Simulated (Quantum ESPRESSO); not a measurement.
# Kohn-Sham bands of ZrBrN (R-3m)

```
ZrBrN
1.0
   -1.82706     3.16456     0.00000
   -3.65412     0.00000     0.00000
   -1.82706     1.05485    10.15081
Zr Br N
2 2 2
Cartesian
  0.00000   0.00000  -3.77701
  0.00000   0.00000   3.77701
 -1.82706   1.05485  -1.79760
  1.82706  -1.05485   1.79760
 -1.82706   1.05485   4.21106
  1.82706  -1.05485  -4.21106
```

Cell from Materials Project (mp-541912), symmetrised, no further relaxation. Not found in the COD (Crystallography Open Database) copy used, which has the formula in other groups; not checked further. Computed values, not measurements, from PBEsol: Quantum ESPRESSO (norm-conserving PseudoDojo potentials, cutoff 68 Ry, spinors with spin-orbit coupling) on a Γ-centred 4×4×4 mesh, then Wannier90. Density: 10×10×10 mesh, cold smearing 0.01 Ry. The cell is built of weakly bound layers, chains or molecules. Database cells relaxed without dispersion often hold them too far apart, which can enlarge gaps and weakens couplings between them; spacing and stacking were not compared with the measured crystal.

Energies are relative to the valence-band maximum; weights are on the orthonormalised atomic waves of the pseudopotential files, averaged over the group. 48 electrons a cell are treated as valence.

| bands | from (eV) | to (eV) | filling | weight on atomic waves |
|---|---|---|---|---|
| 1–4 | -48.31 | -48.25 | filled | (withheld) |
| 5–8 | -27.72 | -27.46 | filled | (withheld) |
| 9–16 | -26.15 | -25.67 | filled | (withheld) |
| 17–20 | -14.82 | -14.00 | filled | (withheld) |
| 21–24 | -13.18 | -12.35 | filled | (withheld) |
| 25–48 | -5.13 | 0.00 | filled | (withheld) |

Q: Which atomic shells make up each group?

A: 
- 1–4, weight on atomic waves: Zr 4s 96 %
- 5–8, weight on atomic waves: Zr 4p 97 %
- 9–16, weight on atomic waves: Zr 4p 96 %
- 17–20, weight on atomic waves: Br 4s 88 %, Zr 5s 6 %
- 21–24, weight on atomic waves: N 2s 70 %, Zr 4d 16 %, Zr 5s 6 %
- 25–48, weight on atomic waves: Br 4p 44 %, N 2p 34 %, Zr 4d 18 %

The Kohn-Sham gap over both meshes and the path is 1.47 eV.
